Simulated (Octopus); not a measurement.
Ru (P63/mmc, No. 194): Octopus summary

Ru (P63/mmc, No. 194):
```
Ru
1.0
    2.70783     0.00000     0.00000
   -1.35392     2.34505     0.00000
    0.00000     0.00000     4.26810
Ru
2
Direct
  0.33333   0.66667   0.25000
  0.66667   0.33333   0.75000
```
The cell is a database entry, not relaxed again.

Level: LDA. Code: Octopus 16.4. Numerical set-up: grid spacing about 0.16 Å, Γ-centred 12×12×8 k-mesh, Fermi-Dirac smearing of 0.1 eV, no spin polarisation; PseudoDojo 0.4 LDA potentials.

### Question
What band gap does LDA give on the standard high-symmetry path?

### Answer
none: the highest band that would be full and the next one overlap by 3.3 eV.
